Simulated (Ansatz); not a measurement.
TaGe2:
```xyz
3
Lattice="4.5736 0.0000 0.0000 -2.2868 3.9609 0.0000 0.0000 0.0000 2.6698" Properties=species:S:1:pos:R:3 pbc="T T T"
Ta     0.0000     0.0000     0.0000
Ge     0.0000     2.6406     1.3349
Ge     2.2868     1.3203     1.3349
```

Relaxed with LDA. Special points in fractions of this cell's reciprocal vectors: Γ (0.000, 0.000, 0.000); M (0.500, 0.000, 0.000); K (0.333, 0.333, 0.000); A (0.000, 0.000, 0.500); L (0.500, 0.000, 0.500); H (0.333, 0.333, 0.500).

Q: List the band energies nearest the Fermi level at these points for LDA in the plane-wave PAW code Ansatz.

A: In eV from the Fermi level; about four levels below and three above (degenerate sets whole), none deeper than 8.9 eV; points with the same levels are listed once.

```json
[
 {"k": "Γ", "below": "-5.66 -5.66 -3.67 -0.73 -0.73", "above": "3.50 3.50 4.02"},
 {"k": "M", "below": "-5.58 -5.25 -2.28 -1.52", "above": "2.17 2.77 2.95"},
 {"k": "K", "below": "-7.82 -2.93 -1.92 -1.92", "above": "3.04 3.04 3.18"},
 {"k": "A", "below": "-1.11 -1.11 -0.49 -0.49", "above": "5.67 7.15 7.15"},
 {"k": "L", "below": "-6.53 -5.12 -4.87 -4.83", "above": "0.15 0.32 0.61"},
 {"k": "H", "below": "-3.15 -0.87 -0.61 -0.61", "above": "1.64 1.64 5.68 5.68"}
]
```

Space group P6/mmm. The cell is a constructed one: a structure type filled with these elements; neither database checked (COD, Materials Project) lists it. COD files the formula under space group No. 180, so this cell is another polymorph or a model. Whether it is the stable phase at ambient conditions was not checked. The cell was relaxed with LDA under the symmetry of its start. At this level the phase is dynamically unstable (imaginary phonons). The run is not spin-polarised. Scalar-relativistic: spin–orbit coupling is off unless named, which matters more the heavier the elements.

Potentials: the later of the program's two PAW sets.
